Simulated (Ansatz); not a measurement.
RuW (Cmcm), relaxed with PBE (Ansatz, an electronic-structure program, plane waves, PAW): a = 2.818 Å, b = 9.860 Å, c = 4.403 Å, α = β = γ = 90.00°.

ΔH_f (eV/atom): 0.18

Problem. The same phase is relaxed and computed with r²SCAN in the same code. What are the cell and these values now?

Solution. a = 2.807 Å, b = 9.772 Å, c = 4.389 Å, α = β = γ = 90.00°.

- ΔH_f (eV/atom): 0.20

Typed or built starts, not in the databases checked: RuW, Cmcm (W on 4c, Ru on 4c). All cells were relaxed under the symmetry of their starts (and spin orders); stability against distortions was not tested throughout. Rows with no word on spin ran without spin polarisation. Scalar-relativistic: spin–orbit coupling is off unless named, which matters more the heavier the elements.

Potentials: the later of the program's two PAW sets.

Ansatz is a plane-wave DFT program.

Formation energies count from the lowest solids of the elements computed at the same level, not from gases.
